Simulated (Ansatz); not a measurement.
NbB2 in space group P6/mmm (No. 191; B on 2d, Nb on 1a) under volume change, r²SCAN in the plane-wave PAW code Ansatz, shape and atoms relaxed at each volume.

```json
[
 {"V (Å³/atom)": "8.401", "E − E(relaxed) (meV/atom)": "80.5", "P (GPa)": "33.61"},
 {"V (Å³/atom)": "8.678", "E − E(relaxed) (meV/atom)": "33.9", "P (GPa)": "20.66"},
 {"V (Å³/atom)": "8.955", "E − E(relaxed) (meV/atom)": "8.0", "P (GPa)": "9.54"},
 {"V (Å³/atom)": "9.232", "E − E(relaxed) (meV/atom)": "0.0", "P (GPa)": "0.00"},
 {"V (Å³/atom)": "9.509", "E − E(relaxed) (meV/atom)": "___", "P (GPa)": "___"},
 {"V (Å³/atom)": "9.786", "E − E(relaxed) (meV/atom)": "27.7", "P (GPa)": "-15.25"},
 {"V (Å³/atom)": "10.063", "E − E(relaxed) (meV/atom)": "___", "P (GPa)": "___"}
]
```

Question: Fill in the missing entries.

Answer: 
- 10.063, E − E(relaxed) (meV/atom): 59.4
- 10.063, P (GPa): -21.30
- 9.509, E − E(relaxed) (meV/atom): 7.3
- 9.509, P (GPa): -8.20

Question: What does a third-order Birch–Murnaghan fit give for V₀, B₀ and B′?

Answer: V₀ = 9.23 Å³/atom, B₀ = 294 GPa, B′ = 4.0.

The workflow started from an entry of the Crystallography Open Database (COD). Its standing as an ambient phase is unchecked. The r²SCAN relaxation kept the symmetry of its start; its stability against distortions is not shown here. No spin polarisation was allowed.

Potentials: the later of the program's two PAW sets.
